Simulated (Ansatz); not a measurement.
Space group R-3m:H (No. 166). a = 3.563 Å, b = 3.563 Å, c = 18.264 Å, α = 90.00°, β = 90.00°, γ = 120.00°
```csv
atom,site,symmetry,x,y,z
Y,6c,3m,0.3333,0.6667,0.9268
C,3a,-3m,0.0000,0.0000,0.0000
```

Equation of state of this Y₂C structure (not necessarily the ground state), with shape and atoms relaxed at each volume where symmetry leaves them free. It has no gap at any of these volumes. These are results of DFT PBEsol, scalar-relativistic, plane waves, PAW (Ansatz), not measurements.

Cutoff 420 eV; k points 12×12×12 on the computed 3-atom cell (Γ-centred); Gaussian smearing, width 0.10 eV; no spin polarisation.

```json
{"V (Å³/atom)": "20.970", "E − E(largest V) (meV/atom)": "3.06", "P (GPa)": "4.23"}
{"V (Å³/atom)": "21.640", "E − E(largest V) (meV/atom)": "-9.80", "P (GPa)": "1.94"}
{"V (Å³/atom)": "22.309", "E − E(largest V) (meV/atom)": "-13.76", "P (GPa)": "-0.01"}
{"V (Å³/atom)": "22.978", "E − E(largest V) (meV/atom)": "-10.08", "P (GPa)": "-1.72"}
{"V (Å³/atom)": "23.647", "E − E(largest V) (meV/atom)": "0.00", "P (GPa)": "-3.09"}
```

**Question.** Fit a third-order Birch–Murnaghan equation to E(V).

**Answer.** V0 = 22.30 Å³/atom, B0 = 60 GPa, B0' = 4.5.

Cost: 5 runs of about 5.8 core-minutes in all, on Arm Neoverse V1 (shared hosts).